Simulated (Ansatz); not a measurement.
A generator proposed this cell of InB₂.

```cif
data_structure
_symmetry_space_group_name_H-M 'R-3m:H'
_symmetry_Int_Tables_number 166
_cell_length_a 3.4105
_cell_length_b 3.4105
_cell_length_c 13.1195
_cell_angle_alpha 90.000
_cell_angle_beta 90.000
_cell_angle_gamma 120.000
_cell_volume 132.15
loop_
_atom_site_label
_atom_site_type_symbol
_atom_site_symmetry_multiplicity
_atom_site_Wyckoff_symbol
_atom_site_fract_x
_atom_site_fract_y
_atom_site_fract_z
_atom_site_occupancy
In1 In 3 a 0.00000 0.00000 0.00000 1
B1 B 6 c 0.66667 0.33333 0.74940 1
```

Level of theory: DFT PBE, scalar-relativistic, plane waves, PAW in Ansatz. Cutoff 420 eV; k points 6×6×6 on the computed 3-atom cell (Γ-centred); Gaussian smearing, width 0.10 eV; no spin polarisation.

The zero of energy is the elements' standard structures at the same level; no fitted shifts are applied.

Task: What does a single point on this coarse mesh give?

Result: The pressure is 9.5 GPa (the mean over three directions, positive in compression), the largest force is 3.05 eV/Å, and the energy is +1.92 eV/atom against the elements. The shortest distance is 2.20 Å.

Task: How much does it gain on relaxing, and where does it end?

Result: Relaxing gains about 0.70 eV/atom (the start's value is from the coarse mesh, so the gain is rough) in 20 ionic steps and ends at +1.23 eV/atom on the finer mesh. The symmetry stays R-3m (No. 166). The volume per atom shrinks by 2.9 %, from 14.7 to 14.3 Å³. The shortest distance goes from 2.20 Å (B–B) to 1.60 Å (B–B). The ratio c/a of the conventional cell changes by a factor of 0.66. Conventional cell: a = 3.877 Å, c = 9.863 Å. In is surrounded by 6 B at 2.39 Å; around B lie 1 B at 1.60 Å and 3 In at 2.39 Å.

The last run used a 12×12×12 mesh for its 3-atom cell and Gaussian smearing of 0.10 eV. The cell is a metal run without spin; a magnetic state may lie lower. The relaxation can't lower the symmetry of the start. A structure relaxed within its symmetry needn't be a true minimum.
